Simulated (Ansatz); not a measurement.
CsSnI₃ (cubic perovskite)

```
CELL_PARAMETERS angstrom
      6.27122     0.00000     0.00000
      0.00000     6.27122     0.00000
      0.00000     0.00000     6.27122
ATOMIC_POSITIONS crystal
  Cs 0.00000 0.00000 0.00000
  Sn 0.50000 0.50000 0.50000
  I  0.00000 0.50000 0.50000
  I  0.50000 0.50000 0.00000
  I  0.50000 0.00000 0.50000
```

The slice is a {100} plane (indices of the conventional cell) through the point (0.500, 0.500, 0.500) (fractional), spanned by u = [100] and v = [010] in vectors of this cell: u (6.27 Å) and v (6.27 Å, at 90° to u). It covers one period; positions are fractions (u, v).

Calculation: PBE (plane waves to 420 eV, PAW, scalar-relativistic; Ansatz, a quantum-chemistry and plane-wave program). k mesh 6×6×6. Near the nuclei the fields are pseudised (PAW); where an atom keeps semicore shells as valence, they peak there. CsSnI3 was relaxed with its symmetry unable to fall. Spin-orbit coupling is left out, though I is heavy. The PAW data are Ansatz's earlier set. This is a high-temperature form of CsSnI3.

Around which element is the density of the lowest conduction band (whole band as if filled, smooth part) largest on this plane?

Sn. Mean over a disc round each atom, of radius 0.45 times the shortest bond: Sn 0.048, I 0.012 e/Å³.

The ELF has a maximum in the middle third of the Sn–I line. Where, and how high?

0.66, 2.0 Å from Sn.

What is the ELF at the density minimum of the shortest Sn–I line in this plane (3.14 Å)?

0.4.

Predict the map of the valence electron density on the slice.


```
|999988665544445555668899999988665555444455668899|
|888877665544444455667788998877665544444455667788|
|776666554444444455556666776666555544444444556666|
|555555443333333344555555665555554433333333445555|
|444444443333333333444455555544443333333333444444|
|444444443333222233333344444433333322223333444444|
|555544443333222222222233333322222222223333444455|
|665555554433332211112222222222111122333344555555|
|776666555544332211111111111111111122334455556666|
|998877665544332222110000000000112222334455667788|
|999988665555443322110000000000112233445555668899|
|999999776655443322110000000000112233445566779999|
|999988665555443322110000000000112233445555668899|
|998877665544332222110000000000112222334455667788|
|776666555544332211111111111111111122334455556666|
|665555554433332211112222222222111122333344555555|
|555544443333222222222233333322222222223333444455|
|444444443333222233333344444433333322223333444444|
|444444443333333333444455555544443333333333444444|
|555555443333333344555555665555554433333333445555|
|776666554444444455556666776666555544444444556666|
|888877665544444455667788998877665544444455667788|
|999988665544445555668899999988665555444455668899|
|999988775544445566779999999999776655444455778899|
```
Scale: ten equal steps from -2.36 (start of '0') to 1.15 (end of '9'), in the order '0123456789'. Values: log₁₀ of the valence density in e/Å³. The map has 24 points along u (two characters each, u = 0 at the left) and 24 along v (v = 0 in the bottom row). The scale is logarithmic, as a density can span decades between atoms and voids.
